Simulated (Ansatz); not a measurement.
Clean, relaxed (001) surface of WC, space group P-6m2 (No. 187) (top face towards +c; atoms held fixed, by place in the list: 1, 2, 3, 4, 5, 6, 7, 8, 9, 10, 11, 12):

```xyz
24
Lattice="5.8038 0.0000 0.0000 -2.9019 5.0262 0.0000 0.0000 0.0000 24.0817" Properties=species:S:1:pos:R:3 pbc="T T T"
C     1.4510    0.8377    8.5000
C     0.0000    3.3508    8.5000
C     4.3529    0.8377    8.5000
C     2.9019    3.3508    8.5000
W     0.0000    0.0000    9.9163
W    -1.4510    2.5131    9.9163
W     2.9019    0.0000    9.9163
W     1.4510    2.5131    9.9163
C     1.4510    0.8377   11.3327
C     0.0000    3.3508   11.3327
C     4.3529    0.8377   11.3327
C     2.9019    3.3508   11.3327
W     0.0000    0.0000   12.7474
W    -1.4510    2.5131   12.7474
W     2.9019    0.0000   12.7474
W     1.4510    2.5131   12.7474
C     1.4510    0.8377   14.1955
C     0.0000    3.3508   14.1955
C     4.3529    0.8377   14.1955
C     2.9019    3.3508   14.1955
W     0.0000    0.0000   15.5571
W    -1.4510    2.5131   15.5571
W     2.9019    0.0000   15.5571
W     1.4510    2.5131   15.5571
```

These are results of DFT PBE+D3(BJ), scalar-relativistic, plane waves, PAW in Ansatz 0.2.0, not measurements. Cutoff 420 eV; k points 6×6×1 on the computed 24-atom cell (Γ-centred); Gaussian smearing, width 0.10 eV; no spin polarisation. The cell repeats along c with a dipole correction in the vacuum.

The adsorption energy is E(slab + adsorbate) − E(slab) − E(free adsorbate, spin-polarised where open-shell). With the adsorbate the cell is lengthened along c to keep the vacuum.

Q: OH is put at the top (W) at (0.00, 0.00) site, one adsorbate per 29.2 Å². What structure does it relax to?

A: E_ads = -4.73 eV. Contacts: O–W 2.18 Å, O–W 2.18 Å, O–W 2.18 Å. Bonds within the adsorbate: O–H 0.97 Å.

```yaml
crystal:
  lattice:
    - [5.80381, 0.00000, 0.00000]
    - [-2.90191, 5.02625, 0.00000]
    - [0.00000, 0.00000, 26.96166]
  atoms:
    - { symbol: C, position: [0.33333, 0.16667, 0.31526] }
    - { symbol: C, position: [0.33333, 0.66667, 0.31526] }
    - { symbol: C, position: [0.83333, 0.16667, 0.31526] }
    - { symbol: C, position: [0.83333, 0.66667, 0.31526] }
    - { symbol: W, position: [0.00000, 0.00000, 0.36779] }
    - { symbol: W, position: [0.00000, 0.50000, 0.36779] }
    - { symbol: W, position: [0.50000, 0.00000, 0.36779] }
    - { symbol: W, position: [0.50000, 0.50000, 0.36779] }
    - { symbol: C, position: [0.33333, 0.16667, 0.42033] }
    - { symbol: C, position: [0.33333, 0.66667, 0.42033] }
    - { symbol: C, position: [0.83333, 0.16667, 0.42033] }
    - { symbol: C, position: [0.83333, 0.66667, 0.42033] }
    - { symbol: W, position: [0.00020, 0.00022, 0.47253] }
    - { symbol: W, position: [0.00017, 0.49984, 0.47253] }
    - { symbol: W, position: [0.50012, 0.00001, 0.47265] }
    - { symbol: W, position: [0.49981, 0.49982, 0.47253] }
    - { symbol: C, position: [0.33398, 0.16621, 0.52671] }
    - { symbol: C, position: [0.33388, 0.66744, 0.52671] }
    - { symbol: C, position: [0.83250, 0.16617, 0.52669] }
    - { symbol: C, position: [0.83341, 0.66663, 0.52706] }
    - { symbol: W, position: [0.00413, 0.00792, 0.57697] }
    - { symbol: W, position: [0.00402, 0.49609, 0.57695] }
    - { symbol: W, position: [0.50009, 0.99988, 0.57682] }
    - { symbol: W, position: [0.49216, 0.49597, 0.57703] }
    - { symbol: O, position: [0.83380, 0.66676, 0.62696] }
    - { symbol: H, position: [0.83625, 0.66715, 0.66287] }
```

Each end is the local minimum or symmetric point that its start leads to. The slab is only 7.1 Å thick, so the energies aren't converged with thickness.

Spin polarisation was left out, and a magnetic state may lie lower.